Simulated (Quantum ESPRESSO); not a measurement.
Kohn-Sham bands of SrHI (P4/nmm)

```yaml
crystal:
  lattice:
    - [4.28957, 0.00000, 0.00000]
    - [0.00000, 4.28957, 0.00000]
    - [0.00000, 0.00000, 9.09781]
  atoms:
    - { symbol: Sr, position: [0.00000, 0.50000, 0.14468] }
    - { symbol: Sr, position: [0.50000, 0.00000, 0.85532] }
    - { symbol: H, position: [0.50000, 0.50000, 0.00000] }
    - { symbol: H, position: [0.00000, 0.00000, 0.00000] }
    - { symbol: I, position: [0.00000, 0.50000, 0.68477] }
    - { symbol: I, position: [0.50000, 0.00000, 0.31523] }
```

Structure: Materials Project mp-24205, symmetrised, not relaxed again. COD (Crystallography Open Database) has an entry of this formula and space group (matched by these alone). Level: PBEsol, spinors with spin-orbit coupling; pw.x of Quantum ESPRESSO at 58 Ry with PseudoDojo potentials, 4×4×4 k-points, Wannier90. Density: 8×8×4 mesh, cold smearing 0.01 Ry. The cell is built of weakly bound layers, chains or molecules, whose nearest atoms lie 4.53 Å apart. Database cells relaxed without dispersion often hold them too far apart, which can enlarge gaps and weakens couplings between them; spacing and stacking were not compared with the measured crystal.

Energies are relative to the valence-band maximum; weights are on the orthonormalised atomic waves of the pseudopotential files, averaged over the group. 36 electrons a cell are treated as valence.

```json
[
 {"bands": "1–4", "from (eV)": "-33.92", "to (eV)": "-33.89", "filling": "filled", "weight on atomic waves": "___"},
 {"bands": "5–8", "from (eV)": "-16.77", "to (eV)": "-16.67", "filling": "filled", "weight on atomic waves": "___"},
 {"bands": "9–16", "from (eV)": "-15.70", "to (eV)": "-15.48", "filling": "filled", "weight on atomic waves": "___"},
 {"bands": "17–20", "from (eV)": "-11.72", "to (eV)": "-11.33", "filling": "filled", "weight on atomic waves": "___"},
 {"bands": "21–36", "from (eV)": "-3.61", "to (eV)": "0.00", "filling": "filled", "weight on atomic waves": "___"}
]
```

**Question.** Which atomic shells make up each group?

**Answer.** 
- 1–4, weight on atomic waves: Sr 4s 99 %
- 5–8, weight on atomic waves: Sr 4p 99 %
- 9–16, weight on atomic waves: Sr 4p 98 %
- 17–20, weight on atomic waves: I 5s 94 %, Sr 5s 4 %
- 21–36, weight on atomic waves: I 5p 71 %, H 1s 20 %, Sr 5s 5 %

The Kohn-Sham gap over both meshes and the path is 3.15 eV.
